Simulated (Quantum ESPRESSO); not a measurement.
InYHfO4F2, finding a planted mistake in a log

A calculation, not a measurement. The program is pw.x of Quantum ESPRESSO 7.5 (plane-wave density functional theory). The cell is made up: 9 atoms on a corundum lattice with one site empty, with randomly drawn elements, strain and displacements, not relaxed. PseudoDojo standard norm-conserving files (v0.5 for PBE, v0.4.1 for LDA and PBEsol) set the functional; there is no spin polarisation, spin-orbit coupling or dispersion term, and the masses in the input are unused placeholders.

The hafnium pseudopotential is less sure than the others, with forces about 3 percent (worst 6) and pressure in oxides about 1.5 GPa (worst 2.7) from a second method in checks, which no rerun with the same files tests.

Intended input:

```
&control calculation='scf', pseudo_dir='./dojo.nc.sr.pbe.v0_5.standard.upf', outdir='./o', disk_io='low', tprnfor=.true., tstress=.true. /
&system ibrav=0, nat=9, ntyp=5, nbnd=43, ecutwfc=84.00895049, nosym=.true., tot_charge=0,
 occupations='smearing', smearing='fd', degauss=0.0018374661
/
&electrons conv_thr=7.350e-09, electron_maxstep=60, /
ATOMIC_SPECIES
F 1.0 F.upf
Hf 1.0 Hf.upf
In 1.0 In.upf
O 1.0 O.upf
Y 1.0 Y.upf
CELL_PARAMETERS angstrom
2.7628 1.6186 4.8706
-2.7265 1.63 4.8463
0.028 -3.1675 4.8319
ATOMIC_POSITIONS angstrom
In 0.0206 0.0082 5.1225
Y -0.0121 0.0276 2.1587
Hf 0.0276 0.0314 9.4311
O -1.0662 1.6637 8.492
O -0.8202 -1.6583 8.4313
F 1.964 0.218 8.5141
F 1.1055 -1.6049 6.0245
O 0.8605 1.7543 6.0883
O -1.8473 -0.094 6.064
K_POINTS automatic
5 5 5 1 1 1
```

The log is shortened where brackets say so; the opening notice, blank lines, dates and the lines on written files are dropped, and the path of the files is cut. It prints rydbergs, bohrs and kilobars, and counts compression as positive stress.

Log of the intended run:

```
     Program PWSCF v.7.5
     Parallel version (MPI & OpenMP), running on       4 processor cores
     Number of MPI processes:                 4
     Threads/MPI process:                     1
     [start-up lines left out]
     bravais-lattice index     =            0
     lattice parameter (alat)  =      11.0150  a.u.
     unit-cell volume          =     860.7843 (a.u.)^3
     number of atoms/cell      =            9
     number of atomic types    =            5
     number of electrons       =        74.00
     number of Kohn-Sham states=           43
     kinetic-energy cutoff     =      84.0090  Ry
     charge density cutoff     =     336.0358  Ry
     scf convergence threshold =      7.3E-09
     mixing beta               =       0.7000
     number of iterations used =            8  plain     mixing
     Exchange-correlation= PBE
                           (   1   4   3   4   0   0   0)
     [axes and pseudopotential details left out]
   Cartesian axes
     site n.     atom                  positions (alat units)
         1        In     tau(   1) = (   0.0035341   0.0014068   0.8788159  )
         2        Y      tau(   2) = (  -0.0020759   0.0047351   0.3703465  )
         3        Hf     tau(   3) = (   0.0047351   0.0053870   1.6179992  )
         4        O      tau(   4) = (  -0.1829172   0.2854243   1.4568873  )
         5        O      tau(   5) = (  -0.1407135  -0.2844979   1.4464736  )
         6        F      tau(   6) = (   0.3369438   0.0374001   1.4606787  )
         7        F      tau(   7) = (   0.1896595  -0.2753366   1.0335630  )
         8        O      tau(   8) = (   0.1476274   0.3009677   1.0445086  )
         9        O      tau(   9) = (  -0.3169227  -0.0161266   1.0403397  )
     number of k points=    63  Fermi-Dirac smearing, width (Ry)=  0.0018
                       cart. coord. in units 2pi/alat
        k(    1) = (  -0.0005335  -0.0006671   0.1201988), wk =   0.0320000
        k(    2) = (  -0.0014004  -0.2444054   0.2016898), wk =   0.0320000
     [further k points left out]
     Dense  grid:    89561 G-vectors     FFT dimensions: (  72,  64,  64)
     Estimated max dynamical RAM per process >     265.68 MB
     Estimated total dynamical RAM >     997.11 MB
     Initial potential from superposition of free atoms
     starting charge      73.9898, renormalised to      74.0000
     Starting wfcs are   53 randomized atomic wfcs
     total cpu time spent up to now is        6.5 secs
     per-process dynamical memory:   206.2 Mb
     Self-consistent Calculation
     iteration #  1     ecut=    84.01 Ry     beta= 0.70
     Davidson diagonalization with overlap
     ethr =  1.00E-02,  avg # of iterations =  2.0
     total cpu time spent up to now is       15.0 secs
     total energy              =    -557.45209317 Ry
     estimated scf accuracy    <       3.07001086 Ry
     iteration #  2     ecut=    84.01 Ry     beta= 0.70
     Davidson diagonalization with overlap
     ethr =  4.15E-03,  avg # of iterations =  4.1
     total cpu time spent up to now is       27.9 secs
     total energy              =    -555.97820764 Ry
     estimated scf accuracy    <      15.01717796 Ry
     [iterations 3 to 12 left out]
     iteration # 13     ecut=    84.01 Ry     beta= 0.70
     Davidson diagonalization with overlap
     ethr =  7.26E-10,  avg # of iterations =  4.1
     total cpu time spent up to now is      164.0 secs
     total energy              =    -559.03082037 Ry
     estimated scf accuracy    <       0.00000003 Ry
     iteration # 14     ecut=    84.01 Ry     beta= 0.70
     Davidson diagonalization with overlap
     ethr =  3.85E-11,  avg # of iterations =  4.2
     total cpu time spent up to now is      177.8 secs
     End of self-consistent calculation
     [lines on levels left out]
!    total energy              =    -559.03082038 Ry
     estimated scf accuracy    <          5.3E-09 Ry
     smearing contrib. (-TS)   =       0.00000000 Ry
     internal energy E=F+TS    =    -559.03082038 Ry
     The total energy is F=E-TS. E is the sum of the following terms:
     one-electron contribution =    -184.37554962 Ry
     hartree contribution      =     135.61872881 Ry
     xc contribution           =    -140.39901016 Ry
     ewald contribution        =    -369.87498941 Ry
     convergence has been achieved in  14 iterations
     Forces acting on atoms (cartesian axes, Ry/au):
     atom    1 type  3   force =    -0.00695709    0.13153414    0.03672376
     atom    2 type  5   force =     0.00387876   -0.01821321   -0.02551215
     atom    3 type  2   force =    -0.01472759   -0.01576469    0.00195240
     atom    4 type  4   force =     0.02232363   -0.10516824    0.08301118
     atom    5 type  4   force =     0.07040389    0.07580220    0.07543292
     atom    6 type  1   force =    -0.06306125   -0.04715652    0.01445910
     atom    7 type  1   force =     0.04627319    0.02262040   -0.03082797
     atom    8 type  4   force =    -0.05698303    0.01677341   -0.07850750
     atom    9 type  4   force =    -0.00115051   -0.06042749   -0.07673172
     Total force =     0.290263     Total SCF correction =     0.000079
     Computing stress (Cartesian axis) and pressure
          total   stress  (Ry/bohr**3)                   (kbar)     P=       11.78
   0.00012638   0.00017936  -0.00024537           18.59       26.38      -36.10
   0.00017936  -0.00019306  -0.00017601           26.38      -28.40      -25.89
  -0.00024537  -0.00017601   0.00030689          -36.10      -25.89       45.15
     init_run     :      6.06s CPU      6.31s WALL (       1 calls)
     electrons    :    170.42s CPU    171.24s WALL (       1 calls)
     forces       :      1.42s CPU      1.43s WALL (       1 calls)
     stress       :      5.22s CPU      5.22s WALL (       1 calls)
     [timing details left out]
     PWSCF        :   3m 3.38s CPU   3m 4.55s WALL
     JOB DONE.
```

A second run was made from an input with one planted mistake. Its log:

```
     Program PWSCF v.7.5
     Parallel version (MPI & OpenMP), running on       4 processor cores
     Number of MPI processes:                 4
     Threads/MPI process:                     1
     [start-up lines left out]
     bravais-lattice index     =            0
     lattice parameter (alat)  =      11.0150  a.u.
     unit-cell volume          =     860.7843 (a.u.)^3
     number of atoms/cell      =            9
     number of atomic types    =            5
     number of electrons       =        74.00
     number of Kohn-Sham states=           43
     kinetic-energy cutoff     =      84.0090  Ry
     charge density cutoff     =     336.0358  Ry
     scf convergence threshold =      7.3E-09
     mixing beta               =       0.7000
     number of iterations used =            8  plain     mixing
     Exchange-correlation= SLA  PW   NOGX NOGC
                           (   1   4   0   0   0   0   0)
     [axes and pseudopotential details left out]
   Cartesian axes
     site n.     atom                  positions (alat units)
         1        In     tau(   1) = (   0.0035341   0.0014068   0.8788159  )
         2        Y      tau(   2) = (  -0.0020759   0.0047351   0.3703465  )
         3        Hf     tau(   3) = (   0.0047351   0.0053870   1.6179992  )
         4        O      tau(   4) = (  -0.1829172   0.2854243   1.4568873  )
         5        O      tau(   5) = (  -0.1407135  -0.2844979   1.4464736  )
         6        F      tau(   6) = (   0.3369438   0.0374001   1.4606787  )
         7        F      tau(   7) = (   0.1896595  -0.2753366   1.0335630  )
         8        O      tau(   8) = (   0.1476274   0.3009677   1.0445086  )
         9        O      tau(   9) = (  -0.3169227  -0.0161266   1.0403397  )
     number of k points=    63  Fermi-Dirac smearing, width (Ry)=  0.0018
                       cart. coord. in units 2pi/alat
        k(    1) = (  -0.0005335  -0.0006671   0.1201988), wk =   0.0320000
        k(    2) = (  -0.0014004  -0.2444054   0.2016898), wk =   0.0320000
     [further k points left out]
     Dense  grid:    89561 G-vectors     FFT dimensions: (  72,  64,  64)
     Estimated max dynamical RAM per process >     265.68 MB
     Estimated total dynamical RAM >     997.11 MB
     Initial potential from superposition of free atoms
     starting charge      73.9918, renormalised to      74.0000
     Starting wfcs are   53 randomized atomic wfcs
     total cpu time spent up to now is        5.8 secs
     per-process dynamical memory:   202.2 Mb
     Self-consistent Calculation
     iteration #  1     ecut=    84.01 Ry     beta= 0.70
     Davidson diagonalization with overlap
     ethr =  1.00E-02,  avg # of iterations =  2.0
     total cpu time spent up to now is       15.2 secs
     total energy              =    -556.76383449 Ry
     estimated scf accuracy    <       2.91712630 Ry
     iteration #  2     ecut=    84.01 Ry     beta= 0.70
     Davidson diagonalization with overlap
     ethr =  3.94E-03,  avg # of iterations =  4.1
     total cpu time spent up to now is       27.2 secs
     total energy              =    -555.28698344 Ry
     estimated scf accuracy    <      15.16789580 Ry
     [iterations 3 to 12 left out]
     iteration # 13     ecut=    84.01 Ry     beta= 0.70
     Davidson diagonalization with overlap
     ethr =  8.44E-10,  avg # of iterations =  3.5
     total cpu time spent up to now is      142.8 secs
     total energy              =    -558.30016839 Ry
     estimated scf accuracy    <       0.00000004 Ry
     iteration # 14     ecut=    84.01 Ry     beta= 0.70
     Davidson diagonalization with overlap
     ethr =  4.89E-11,  avg # of iterations =  3.4
     total cpu time spent up to now is      152.9 secs
     End of self-consistent calculation
     [lines on levels left out]
!    total energy              =    -558.30016840 Ry
     estimated scf accuracy    <          6.7E-09 Ry
     smearing contrib. (-TS)   =       0.00000000 Ry
     internal energy E=F+TS    =    -558.30016840 Ry
     The total energy is F=E-TS. E is the sum of the following terms:
     one-electron contribution =    -184.83367799 Ry
     hartree contribution      =     134.56837325 Ry
     xc contribution           =    -138.15987424 Ry
     ewald contribution        =    -369.87498941 Ry
     convergence has been achieved in  14 iterations
     Forces acting on atoms (cartesian axes, Ry/au):
     atom    1 type  3   force =    -0.00814479    0.12775386    0.03034931
     atom    2 type  5   force =     0.00426707   -0.01665029   -0.01833107
     atom    3 type  2   force =    -0.01554729   -0.01653950    0.00825747
     atom    4 type  4   force =     0.01278926   -0.11825240    0.09156369
     atom    5 type  4   force =     0.08553481    0.07626507    0.08293042
     atom    6 type  1   force =    -0.07163467   -0.03121116    0.02388884
     atom    7 type  1   force =     0.04668914    0.02293739   -0.04296503
     atom    8 type  4   force =    -0.05827196    0.01581165   -0.08841420
     atom    9 type  4   force =     0.00431845   -0.06011462   -0.08727943
     Total force =     0.308230     Total SCF correction =     0.000089
     Computing stress (Cartesian axis) and pressure
          total   stress  (Ry/bohr**3)                   (kbar)     P=      -89.40
  -0.00059369   0.00016820  -0.00021596          -87.34       24.74      -31.77
   0.00016820  -0.00087423  -0.00016588           24.74     -128.60      -24.40
  -0.00021596  -0.00016588  -0.00035517          -31.77      -24.40      -52.25
     init_run     :      5.36s CPU      5.54s WALL (       1 calls)
     electrons    :    146.61s CPU    147.10s WALL (       1 calls)
     forces       :      1.34s CPU      1.39s WALL (       1 calls)
     stress       :      5.84s CPU      5.91s WALL (       1 calls)
     [timing details left out]
     PWSCF        :   2m39.44s CPU   2m40.27s WALL
     JOB DONE.
```

Question: what was wrong in the second input?

Answer: the files are those of another functional. The input lines that differ, file-writing options aside:

```
- &control calculation='scf', pseudo_dir='./dojo.nc.sr.pbe.v0_5.standard.upf', outdir='./o', disk_io='low', tprnfor=.true., tstress=.true. /
+ &control calculation='scf', pseudo_dir='./dojo.nc.sr.lda.v0_4_1.standard.upf', outdir='./o', disk_io='low', tprnfor=.true., tstress=.true. /
```

```
                                            intended run  run with the mistake
                          free energy (eV)     -7606.002             -7596.061
                    smearing term -TS (eV)        0.0000                0.0000
                            pressure (GPa)          1.18                 -8.94
            largest force component (eV/Å)         3.382                 3.285
largest change of a force component (eV/Å)                               0.410
                                iterations            14                    14
```

For scale, a rerun of the intended cell at 1437 eV and a 7 x 7 x 7 mesh moved values by no more than 0.003 eV in energy, 0.03 GPa in stress and 0.002 eV/Å in force. Files of another functional have another zero of energy, so the energy change says nothing on stability.